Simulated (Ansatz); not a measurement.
ZnS:
```xyz
8
Lattice="3.7847 0.0000 0.0000 -1.8923 3.2776 0.0000 0.0000 0.0000 12.3919" Properties=species:S:1:pos:R:3 pbc="T T T"
Zn     1.8923     1.0925     9.2946
Zn     0.0000     2.1851     3.0987
Zn     0.0000     0.0000     6.1976
Zn     0.0000     0.0000     0.0016
S      1.8923     1.0925    11.6184
S      0.0000     2.1851     5.4225
S      0.0000     0.0000     8.5160
S      0.0000     0.0000     2.3201
```

Tensor components refer to the Cartesian frame of this cell.

Q: Give the high-frequency dielectric tensor and the Born effective charge tensors of the independent atoms from DFPT, PBEsol (plane waves, PAW; program Ansatz).

A: 
ε∞:
```
6.04  0.00  0.00
0.00  6.04  0.00
0.00  0.00  6.11
```
Z* of atom 1 (Zn), rows: field, columns: displacement, in e:
```
1.92  0.00  0.00
0.00  1.92  0.00
0.00  0.00  1.96
```
Z* of atom 3 (Zn), rows: field, columns: displacement, in e:
```
1.91  0.00  0.00
0.00  1.91  0.00
0.00  0.00  1.98
```
Z* of atom 5 (S), rows: field, columns: displacement, in e:
```
-1.92   0.00   0.00
 0.00  -1.92   0.00
 0.00   0.00  -1.98
```
Z* of atom 7 (S), rows: field, columns: displacement, in e:
```
-1.92   0.00   0.00
 0.00  -1.92   0.00
 0.00   0.00  -1.96
```

Space group P6_3mc (4H polytype). Symmetry was held in the PBEsol relaxation.

Potentials: the later of the program's two PAW sets.
